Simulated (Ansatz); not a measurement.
Relaxed-ion elastic tensor of HgTe (zinc blende, F-43m) in GPa (Voigt order), the program Ansatz at the LDA level (PAW); density 8.18 g/cm³, 33.30 Å³ per atom.

```
58.7  41.8  41.8   0.0   0.0   0.0
41.8  58.7  41.8   0.0   0.0   0.0
41.8  41.8  58.7   0.0   0.0   0.0
 0.0   0.0   0.0  22.5   0.0   0.0
 0.0   0.0   0.0   0.0  22.5   0.0
 0.0   0.0   0.0   0.0   0.0  22.5
```

Is the crystal mechanically stable?

Yes: the smallest eigenvalue of C is 17.0 GPa.

Work out the Voigt, Reuss and Hill averages.

K_V = 47.4, K_R = 47.4, K_H = 47.4; G_V = 16.9, G_R = 13.5, G_H = 15.2 GPa.

Give Young's modulus, Poisson's ratio, Pugh's ratio and the universal anisotropy index.

E = 9KG/(3K + G) = 41.2 GPa; ν = 0.36; K/G = 3.12 (ductile by the Pugh limit of 1.75); A_U = 5G_V/G_R + K_V/K_R − 6 = 1.23.

Estimate the sound speeds and the Debye temperature.

v_l = √((K + 4G/3)/ρ) = 2880 m/s, v_t = √(G/ρ) = 1360 m/s, mean 1530 m/s; Θ = (h/k)(3n/4πV)^(1/3) v_m = 142 K.

Give the Zener ratio and Young's modulus along [100], [110] and [111].

A = 2C44/(C11 − C12) = 2.65; 1/E = S11 − 2(S11 − S12 − S44/2)Γ with Γ = 0, 1/4, 1/3 gives 24.0, 42.9, 58.2 GPa.

Solve the Christoffel equation for the three sound speeds along [100], [110], [111].

Eigenvalues of C_ijkl n_j n_l equal ρv². In km/s, slowest first: [100] 1.66, 1.66, 2.68; [110] 1.02, 1.66, 2.98; [111] 1.27, 1.27, 3.08.

The cell was relaxed with LDA under the symmetry of its start; of distortions, only those at the zone centre were tested. As this level gives no gap, shear constants depend on the k-mesh and smearing (Fermi–Dirac, 0.1 eV here). Spin–orbit coupling is left out wherever it is not named.

Potentials: the later of the program's two PAW sets.
